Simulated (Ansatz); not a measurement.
TeO2:
Space group P4₃2₁2 (No. 96); a = b = 4.742 Å, c = 7.373 Å, α = β = γ = 90.00°

| atom | site | symmetry | x | y | z |
|---|---|---|---|---|---|
| Te | 4a | ..2 | 0.0129 | 0.0129 | 0.0000 |
| O | 8b | 1 | 0.2481 | 0.1396 | 0.1936 |

Relaxed at zero pressure with LDA in the plane-wave PAW code Ansatz.

### Question
The volume is lowered by 3 % and shape and atoms relax at that volume. What pressure results, and how do the axes share the change?

### Answer
1.9 GPa; a -1.2 %, b -1.2 %, c -0.7 %; the energy rises by 2 meV/atom.

### Question
Give the new structure.

### Answer

Space group P4₃2₁2 (No. 96); a = 4.6864 Å, b = 4.6864 Å, c = 7.3236 Å, α = 90.00°, β = 90.00°, γ = 90.00°

```csv
atom,site,symmetry,x,y,z
Te,4a,..2,0.0073,0.0073,0.0000
O,8b,1,0.2478,0.1374,0.1940
```

The phase is kept; no other phase was compared at this pressure.

Space group P4_32_12. The first step of the workflow began from a Materials Project structure, measured or hypothetical; the Crystallography Open Database copy checked does not list it. COD files the formula under space group No. 19, 61, 92, 136. Whether it is the stable phase at ambient conditions was not checked. Symmetry was held in the LDA relaxation; its stability against distortions is not shown here. Scalar-relativistic: spin–orbit coupling is off unless named, which matters more the heavier the elements.

Potentials: the later of the program's two PAW sets.
